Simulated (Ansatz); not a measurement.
How much do the gradients of WS2 with Se replacing S depend on the method?

Cell: a supercell of WS2 (space group P6_3/mmc) built from a structure deposited in the COD, with the ions relaxed around the defect (PBE).

```yaml
crystal:
  lattice:
    - [6.36000, 0.00000, 0.00000]
    - [-4.77000, 8.26188, 0.00000]
    - [0.00000, 0.00000, 12.50000]
  atoms:
    - { symbol: W, position: [0.16664, 0.22225, 0.24933] }
    - { symbol: W, position: [0.16657, 0.55563, 0.24920] }
    - { symbol: W, position: [0.16660, 0.88884, 0.24920] }
    - { symbol: W, position: [0.66673, 0.22236, 0.24915] }
    - { symbol: W, position: [0.66678, 0.55563, 0.24921] }
    - { symbol: W, position: [0.66655, 0.88881, 0.24920] }
    - { symbol: W, position: [0.33448, 0.11013, 0.75124] }
    - { symbol: W, position: [0.33486, 0.44639, 0.75113] }
    - { symbol: W, position: [0.33299, 0.77749, 0.75224] }
    - { symbol: W, position: [0.83074, 0.11004, 0.75123] }
    - { symbol: W, position: [0.83337, 0.44447, 0.75152] }
    - { symbol: W, position: [0.83370, 0.77796, 0.75191] }
    - { symbol: Se, position: [0.16667, 0.22218, 0.61247] }
    - { symbol: S, position: [0.16666, 0.55668, 0.62617] }
    - { symbol: S, position: [0.16662, 0.88769, 0.62632] }
    - { symbol: S, position: [0.66677, 0.22229, 0.62593] }
    - { symbol: S, position: [0.66856, 0.55685, 0.62610] }
    - { symbol: S, position: [0.66487, 0.88749, 0.62633] }
    - { symbol: S, position: [0.33323, 0.11117, 0.12374] }
    - { symbol: S, position: [0.33328, 0.44441, 0.12377] }
    - { symbol: S, position: [0.33328, 0.77778, 0.12368] }
    - { symbol: S, position: [0.83343, 0.11115, 0.12375] }
    - { symbol: S, position: [0.83332, 0.44450, 0.12367] }
    - { symbol: S, position: [0.83332, 0.77780, 0.12370] }
    - { symbol: S, position: [0.16683, 0.22239, 0.87486] }
    - { symbol: S, position: [0.16615, 0.55509, 0.87735] }
    - { symbol: S, position: [0.16670, 0.88898, 0.87755] }
    - { symbol: S, position: [0.66673, 0.22225, 0.87710] }
    - { symbol: S, position: [0.66695, 0.55558, 0.87719] }
    - { symbol: S, position: [0.66678, 0.88886, 0.87751] }
    - { symbol: S, position: [0.33352, 0.11101, 0.37464] }
    - { symbol: S, position: [0.33354, 0.44478, 0.37467] }
    - { symbol: S, position: [0.33325, 0.77777, 0.37476] }
    - { symbol: S, position: [0.83288, 0.11099, 0.37464] }
    - { symbol: S, position: [0.83334, 0.44452, 0.37478] }
    - { symbol: S, position: [0.83332, 0.77778, 0.37477] }
```

Atoms are numbered from 1 in the order listed; like atoms form one site, named after its first atom.

First run. Computed with Ansatz: DFT, PBE, plane waves and PAW, scalar-relativistic, 420 eV cutoff, Γ-centred 4×3×2 k-points, Fermi–Dirac smearing 0.01 eV.

```tsv
site	atom	V_zz (10²¹ V/m²)	η
W1	1	-17.55	0.00
W2	2	-17.58	0.01
W4	4	-17.56	0.00
W5	5	-17.60	0.00
W7	7	-17.13	0.09
W8	8	-17.02	0.09
W9	9	-17.62	0.04
W10	10	-17.10	0.09
W11	11	-17.32	0.04
W12	12	-17.44	0.07
Se	13	-5.70	0.00
S25	25	-4.61	0.01
S31	31	-4.48	0.01
S32	32	-4.49	0.01
```

Second run. The same atoms and settings, except that the functional is r2SCAN and the cutoff is 500 eV.

(1) Given the first result, estimate the second.

## Answers

(1) 

| site | atom | V_zz | η | change of V_zz |
| --- | --- | --- | --- | --- |
| W1 | 1 | -17.44 | 0.00 | +0.11 |
| W2 | 2 | -17.47 | 0.00 | +0.11 |
| W4 | 4 | -17.46 | 0.00 | +0.10 |
| W5 | 5 | -17.48 | 0.00 | +0.12 |
| W7 | 7 | -17.06 | 0.10 | +0.07 |
| W8 | 8 | -16.95 | 0.10 | +0.07 |
| W9 | 9 | -17.53 | 0.03 | +0.09 |
| W10 | 10 | -17.04 | 0.10 | +0.06 |
| W11 | 11 | -17.22 | 0.04 | +0.10 |
| W12 | 12 | -17.35 | 0.06 | +0.09 |
| Se | 13 | -6.03 | 0.00 | -0.33 |
| S25 | 25 | -4.65 | 0.01 | -0.04 |
| S31 | 31 | -4.55 | 0.01 | -0.07 |
| S32 | 32 | -4.56 | 0.01 | -0.07 |

The largest change of V_zz is on Se, from -5.70 to -6.03. In per cent, |V_zz| changes by -1 to 0 on W, +6 on Se, +1 to +2 on S (all sites that start above 0.5). The table leaves out 16 of the 30 sites, with |V_zz| up to 4.76; their tensors move by 0.07 at most along any direction. The statements above cover all sites.

The defect repeats with the cell of 36 atoms, so it feels its images: sites between two images don't show the values beside a lone defect, and zeros or small values of η there can come from the images' arrangement. S and W carry a gradient in the pure host already, so the values there aren't the defect's effect alone. Without spin–orbit coupling the gradients at and beside W can be off by some per cent, at some sites by more.
